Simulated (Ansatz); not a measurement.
SiC (wurtzite)

```cif
data_C2Si2
_chemical_formula_sum 'Si2 C2'
_space_group_name_H-M_alt 'P 1'
_space_group_IT_number 1
_cell_length_a 3.07590
_cell_length_b 3.07590
_cell_length_c 5.04769
_cell_angle_alpha 90.000
_cell_angle_beta 90.000
_cell_angle_gamma 120.000
loop_
_space_group_symop_operation_xyz
  'x, y, z'
loop_
_atom_site_label
_atom_site_type_symbol
_atom_site_fract_x
_atom_site_fract_y
_atom_site_fract_z
_atom_site_occupancy
Si1 Si 0.66667 0.33333 0.00051 1
Si2 Si 0.33333 0.66667 0.50051 1
C1 C 0.66667 0.33333 0.62469 1
C2 C 0.33333 0.66667 0.12469 1
```

Equation-of-state scan: isotropic scaling of the cell above, V₀ being its volume. The atoms relax within the cell's symmetry.

Calculation: PBEsol (plane waves to 420 eV, PAW, scalar-relativistic; Ansatz, a first-principles code). k mesh 12×12×7 (Γ-centred), Fermi-Dirac smearing 0.05 eV. E stands for the smeared free energy. Stress and pressure are positive under compression. SiC was relaxed with its symmetry unable to fall. ΔE is measured from the relaxed starting cell.

Problem. Estimate the ΔE (meV/atom) and P (GPa) for V/V₀ = 0.940, 0.970, 1.015, 1.030, 1.045, 1.060.

Solution. 
| V/V₀ | ΔE (meV/atom) | P (GPa) |
|---|---|---|
| 0.940 | 28.6 | 15.5 |
| 0.970 | 6.8 | 7.2 |
| 1.015 | 1.6 | -3.2 |
| 1.030 | 6.1 | -6.2 |
| 1.045 | 13.5 | -9.0 |
| 1.060 | 23.5 | -11.6 |

(Under strain, the slope of the energy per volume gives the stress and its curvature an elastic modulus.)
